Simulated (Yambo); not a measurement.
Yambo run on AgCl (space group P2_1/m, No. 11). The wavefunctions are norm-conserving PBEsol (Quantum ESPRESSO, 82 Ry, no spin-orbit coupling) ones on a 4×4×2 mesh (26 occupied bands); a = 3.8466 Å, b = 3.8424 Å, c = 5.4144 Å, α = γ = 90.00°, β = 97.28°.

Yambo input:

```
rim_cut
gw0
dyson
el_el_corr
HF_and_locXC
ppa
em1d
RandQpts= 1000000
RandGvec= 1 Ry
EXXRLvcs= 82 Ry
VXCRLvcs= 328 Ry
Chimod= "HARTREE"
% BndsRnXp
 9 | 70 |
%
NGsBlkXp= 7 Ry
% LongDrXp
 1.0 | 1.0 | 1.0 |
%
PPAPntXp= 27.2114 eV
% GbndRnge
 1 | 136 |
%
GTermKind= "BG"
DysSolver= "n"
ExtendOut
% QPkrange
 1 | 1 | 26 | 27 |
 14 | 14 | 26 | 26 |
%
```

k points by index: 1 = Γ, 14 = (-0.5, 0, -0.5).

The o-*.qp file then holds:

```
#    K-point    Band    Eo [eV]    E [eV]    E-Eo [eV]    Vxc [eV]    Vnlxc [eV]    Sc|Eo [eV]    Sc|E [eV]    dSc/dw|Eo [eV]    Re(Z)    Im(Z)
#
    1    26    -1.708153    -2.625126    -0.916973    -19.65656    -24.96602    4.145811    4.392488    -7.313093    0.788131    -0.005989
    1    27    0.679120    1.451850    0.772730    -11.94672    -7.733613    -3.276524    -3.440372    -5.769196    0.825071    -0.001129
    14    26    0.000000    -0.841240    -0.841240    -21.37676    -26.32668    3.885702    4.108681    -7.211495    0.790501    -0.001346
```
(The two width columns are left out.) Convergence of these settings isn't established.

Geometry relaxed with PBEsol.

This is not the ordinary phase of the substance; no match was found in the copy of COD used, and its stability was not checked.
